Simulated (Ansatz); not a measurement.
TiSi2:
```
CELL_PARAMETERS angstrom
      1.77303    -6.78344     0.00000
      1.77303     6.78344     0.00000
      0.00000     0.00000     3.57923
ATOMIC_POSITIONS crystal
  Ti 0.89684 0.10316 0.75000
  Ti 0.10316 0.89684 0.25000
  Si 0.55917 0.44083 0.75000
  Si 0.44083 0.55917 0.25000
  Si 0.24972 0.75028 0.75000
  Si 0.75028 0.24972 0.25000
```

Relaxed with PBE. Special points in fractions of this cell's reciprocal vectors: Γ (0.000, 0.000, 0.000); Y (-0.500, 0.500, 0.000); C0 (-0.267, 0.733, 0.000); Σ0 (0.267, 0.267, 0.000); Z (0.000, 0.000, 0.500); A0 (0.267, 0.267, 0.500); E0 (-0.267, 0.733, 0.500); T (-0.500, 0.500, 0.500); S (0.000, 0.500, 0.000); R (0.000, 0.500, 0.500).

Problem. List the band energies nearest the Fermi level at these points for plane-wave PAW PBE (Ansatz code).

Solution. In eV from the Fermi level; about four levels below and three above (degenerate sets whole), none deeper than 8.9 eV; points with the same levels are listed once.

```tsv
k	below	above
Γ	-2.52 -2.51 -2.13 -2.07 -2.04	0.46 0.69 0.80
Y	-2.54 -2.48 -1.91 -1.17	0.38 0.64 0.73
C0	-1.10 -0.76 -0.71 -0.23	1.14 1.42 1.53
Z	-1.61 -1.61 -0.05 -0.05	0.84 0.84 1.48 1.48
A0	-3.35 -3.35 -2.34 -2.34	1.77 1.77 1.85 1.85
T	-2.03 -2.03 -0.87 -0.87	0.45 0.45 1.64 1.64
S	-1.44 -0.65 -0.57 -0.53	1.16 1.43 1.63
R	-3.19 -3.19 -2.43 -2.43	1.72 1.72 1.86 1.86
```

Space group Cmcm. The cell was relaxed with PBE under the symmetry of its start. No spin polarisation was allowed.

Potentials: the earlier of the program's two PAW sets.
